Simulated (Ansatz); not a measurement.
One crystal and one scan (energy over volume and axial ratio) at two levels, PBE (plane waves to 420 eV, PAW, scalar-relativistic; Ansatz, a first-principles code) and r2SCAN (plane waves to 500 eV, PAW, scalar-relativistic; Ansatz), each from its own relaxed cell and on its own mesh. The cell shown is that of PBE.

BN (wurtzite)

```
BN
1.0
    2.55453     0.00000     0.00000
   -1.27726     2.21229     0.00000
    0.00000     0.00000     4.22457
B N
2 2
Direct
  0.66667   0.33333   0.99991
  0.33333   0.66667   0.49991
  0.66667   0.33333   0.62529
  0.33333   0.66667   0.12529
```

The relaxed cell is deformed in two ways at once: its volume V is scaled, and at that volume it is stretched along z (the c axis of the conventional cell) so that c/a changes. Fractional atomic positions are held.

Energies are smeared free energies. BN was relaxed with its symmetry unable to fall. As the atoms are clamped, bonds stretch with the cell, which overstates energies and stresses. Percentages come from the unrounded values. Both scans cover V/V₀ from 0.920 to 1.080 and (c/a)/(c/a)₀ from 0.920 to 1.080.

| quantity | PBE | r2SCAN | PBE − r2SCAN |
|---|---|---|---|
| Lattice constant a (Å) | 2.555 | 2.544 | +0.011 (+0.4 %) |
| Lattice constant c (Å) | 4.225 | 4.208 | +0.017 (+0.4 %) |
| Relaxed volume (Å³/atom) | 5.97 | 5.90 | +0.07 (+1.2 %) |
| Modulus against c/a change at fixed volume, (3/4V)·∂²E/∂(ln c/a)² (fit, atoms clamped) (GPa) | 473 | 501 | -28 (-5.6 %) |

PBE gives the higher value for: lattice constant a; lattice constant c; relaxed volume. PBE gives the lower value for: modulus against c/a change at fixed volume.

(A scan under strain: stresses follow from slopes of the energy per volume, elastic moduli from its curvatures.)
